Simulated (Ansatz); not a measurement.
TaSnS:
```yaml
crystal:
  lattice:
    - [3.81829, 0.00000, 0.00000]
    - [0.00000, 3.81829, 0.00000]
    - [0.00000, 0.00000, 7.63505]
  atoms:
    - { symbol: Ta, position: [0.00000, 0.50000, 0.70779] }
    - { symbol: Ta, position: [0.50000, 0.00000, 0.29221] }
    - { symbol: Sn, position: [0.00000, 0.00000, 0.00000] }
    - { symbol: Sn, position: [0.50000, 0.50000, 0.00000] }
    - { symbol: S, position: [0.50000, 0.00000, 0.62211] }
    - { symbol: S, position: [0.00000, 0.50000, 0.37789] }
```

Relaxed with PBEsol. Special points in fractions of this cell's reciprocal vectors: Γ (0.000, 0.000, 0.000); X (0.000, 0.500, 0.000); M (0.500, 0.500, 0.000); Z (0.000, 0.000, 0.500); R (0.000, 0.500, 0.500); A (0.500, 0.500, 0.500).

List the band energies nearest the Fermi level at these points for the program Ansatz at the PBEsol level (PAW).

In eV from the Fermi level; about four levels below and three above (degenerate sets whole), none deeper than 8.9 eV; points with the same levels are listed once.

```csv
k,below,above
Γ,-0.43 -0.09 -0.05 -0.05,0.13 0.21 0.47
X,-1.33 -1.33 -0.13 -0.13,0.82 0.82 1.72 1.72
M,-4.54 -4.54 -2.44 -2.44,0.57 0.57 1.29 1.29
Z,-2.53 -2.53 -0.44 -0.08,0.03 0.03 0.61
R,-2.69 -2.69 -0.90 -0.90,0.26 0.26 1.07 1.07
A,-3.83 -3.83 -3.35 -3.35,0.54 0.54 0.93 0.93
```

Space group P4/nmm. The start of the workflow was typed in or built on a structure type; neither database checked (COD, Materials Project) lists it. Whether it is the stable phase at ambient conditions was not checked. Symmetry was held in the PBEsol relaxation. At this level the phase is dynamically unstable (imaginary phonons). The run is not spin-polarised. The volume moved by -21 % from the start of the relaxation. Scalar-relativistic: spin–orbit coupling is off unless named, which matters more the heavier the elements.

Potentials: the earlier of the program's two PAW sets. The files were generated under PBE; for other functionals the program regenerates the frozen cores, and for LDA and PBEsol the local potential too.
